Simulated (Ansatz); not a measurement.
A geometry of Sr away from equilibrium: step 3 of the relaxation of a generated trial cell of Sr in the AFLOW prototype A_hP3_152_a (A8, as in Se). These are r2SCAN (plane waves to 500 eV, PAW, scalar-relativistic; Ansatz, a program for electronic structure) values and carry that method's errors. Γ-centred k-mesh 7×7×5 on the run's cell (coarser than for final values), Fermi–Dirac smearing 0.05 eV. The plane waves were selected for a different cell earlier on the path.

```
Sr
1.0
    5.49810     0.00000     0.00000
   -2.74905     4.76149     0.00000
    0.00000     0.00000     6.27441
Sr
3
Direct
  0.29555   0.00000   0.83333
  0.00000   0.29555   0.16667
  0.70445   0.70445   0.50000
```

Question: What forces act on the atoms (eV/Å)?

Answer: 
```json
[
 {"atom": "Sr1", "Fx": "0.77", "Fy": "0.00", "Fz": "0.00"},
 {"atom": "Sr2", "Fx": "-0.38", "Fy": "0.67", "Fz": "0.00"},
 {"atom": "Sr3", "Fx": "-0.38", "Fy": "-0.67", "Fz": "0.00"}
]
```

The path ends in Im-3m (No. 229) (bcc (W type)). No spin polarisation in the result.

The run could not lose the symmetry of its start.

The relaxed structure has the type that Sr is known to take under pressure; here it was relaxed at zero pressure, from a generated start.
